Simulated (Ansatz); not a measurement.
SiGe:
```
SiGe
1.0
    3.59543     0.00000     0.00000
   -1.79772     3.11374     0.00000
    0.00000     0.00000     3.28031
Ge Si
1 1
Direct
  0.00000   0.00000   0.00000
  0.66667   0.33333   0.50000
```

Relaxed with PBE. Special points in fractions of this cell's reciprocal vectors: Γ (0.000, 0.000, 0.000); M (0.500, 0.000, 0.000); K (0.333, 0.333, 0.000); A (0.000, 0.000, 0.500); L (0.500, 0.000, 0.500); H (0.333, 0.333, 0.500).

### Question
List the band energies nearest the Fermi level at these points for the program Ansatz at the PBE level (PAW).

### Answer
In eV from the Fermi level; about four levels below and three above (degenerate sets whole), none deeper than 8.9 eV; points with the same levels are listed once.

| k | below | above |
|---|---|---|
| Γ | -0.45 | 0.11 0.11 0.20 |
| M | -8.22 -2.09 | 0.45 2.05 4.27 |
| K | -8.49 -5.14 | 3.26 3.28 5.16 |
| A | – | 3.04 3.04 3.19 3.19 |
| L | -7.33 -6.44 -4.71 -4.48 | 1.17 1.38 3.84 |
| H | -4.72 -4.65 -1.79 -1.57 | 8.75 9.54 10.49 |

Space group P-6m2. The cell is a constructed one: a structure type filled with these elements; neither database checked (COD, Materials Project) lists it. Its standing as an ambient phase is unchecked. The PBE relaxation kept the symmetry of its start; whether a distortion lowers the energy is not shown. Spin–orbit coupling is left out wherever it is not named.

Potentials: the later of the program's two PAW sets.
